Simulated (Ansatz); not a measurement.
LiF with Sr replacing Li: gradients before and after relaxing the atoms

Start: a supercell of LiF (rock salt type, Fm-3m) built from an entry of the Crystallography Open Database (COD), with all atoms left at the host's positions.

Space group Fm-3m (No. 225); a = 12.0840 Å.

```
site  Wyckoff  site symmetry       x       y       z
  Sr       4a           m-3m  0.0000  0.0000  0.0000
 Li2      48h           m.m2  0.1667  0.1667  0.0000
 Li5      32f            .3m  0.3333  0.1667  0.1667
Li15      24e           4m.m  0.5000  0.5000  0.3333
 F28      32f            .3m  0.1667  0.1667  0.1667
 F30      24e           4m.m  0.5000  0.5000  0.1667
 F32      48i           m.m2  0.5000  0.3333  0.3333
 F41       4b           m-3m  0.5000  0.5000  0.5000
```

One atom of each set is listed; the run and its k-mesh use a cell of 54 atoms with edges of 8.54, 8.54, 8.54 Å.

All values are calculated (Ansatz; DFT, PBE, plane waves and PAW, scalar-relativistic, 420 eV cutoff, Γ-centred 3×3×3 k-points, Fermi–Dirac smearing 0.01 eV, cell charge +1), not measured.

The largest force at the start is 5.0 eV/Å. Relaxing the ions at fixed cell moves them by 0.234 Å at most (atom 30, F) and 0.106 Å rms.

```json
{"site": "Sr", "moved (Å)": "0.000", "first shell before": "6 F at 2.01 Å", "first shell after": "6 F at 2.25 Å", "V_zz before (10²¹ V/m²)": "0.00", "η before": "–"}
{"site": "Li2", "moved (Å)": "0.143", "first shell before": "6 F at 2.01 Å", "first shell after": "6 F at 1.92–2.12 Å", "V_zz before (10²¹ V/m²)": "0.075", "η before": "0.52"}
{"site": "Li15", "moved (Å)": "0.061", "first shell before": "6 F at 2.01 Å", "first shell after": "6 F at 1.84–2.01 Å", "V_zz before (10²¹ V/m²)": "0.030", "η before": "0.00"}
{"site": "F28", "moved (Å)": "0.023", "first shell before": "6 Li at 2.01 Å", "first shell after": "6 Li at 2.01–2.03 Å", "V_zz before (10²¹ V/m²)": "0.83", "η before": "0.00"}
{"site": "F30", "moved (Å)": "0.234", "first shell before": "5 Li at 2.01 Å, 1 Sr at 2.01 Å", "first shell after": "5 Li at 1.84–2.12 Å, 1 Sr at 2.25 Å", "V_zz before (10²¹ V/m²)": "-4.74", "η before": "0.00"}
{"site": "F32", "moved (Å)": "0.002", "first shell before": "6 Li at 2.01 Å", "first shell after": "6 Li at 1.92–2.01 Å", "V_zz before (10²¹ V/m²)": "0.49", "η before": "0.11"}
```

Q: What are V_zz and η after the relaxation?

A: 

```tsv
site	V_zz after	η after	change of V_zz
Sr	0.00	–	0.00
Li2	0.12	0.42	+0.04
Li15	-0.054	0.00	-0.08
F28	0.29	0.00	-0.54
F30	-1.71	0.00	+3.03
F32	-1.33	0.46	-1.82
```

The largest change of V_zz is on F30, from -4.74 to -1.71. In per cent, |V_zz| changes by -65 to -64 on F (all sites that start above 0.5). Where |V_zz| stays above 0.1, η moves most on F32, from 0.11 to 0.46. V_zz changes sign on F32 (same axis), Li15 (same axis). Other sites with |V_zz| of 0.02 or less aren't listed.

The defect repeats with the cell of 54 atoms, so it feels its images: sites between two images don't show the values beside a lone defect, and zeros or small values of η there can come from the images' arrangement. A uniform background compensates the cell's charge. Without spin–orbit coupling (the program notes it for Sr) the gradients are little affected as a rule: paired runs on crystals with a gap mostly move them by under 2 % at such atoms. With these PAW files V_zz is typically within 2 to 3 % of all-electron values, but misses above 10 % occur on Li.
Before: The cell keeps the host's lattice, where the PBE pressure is 14 GPa (in a charged cell this depends on the convention for the mean potential). The neighbours have not yet relaxed around the defect (largest force 5.0 eV/Å), so the values at and beside it are those of a strained start, not of the defect in a real crystal.
After: The relaxation keeps the site symmetry m-3m of the start, so the impurity can't leave its site; a start off the site could end lower. The cell keeps the host's lattice, where the PBE pressure is 10 GPa (in a charged cell this depends on the convention for the mean potential).
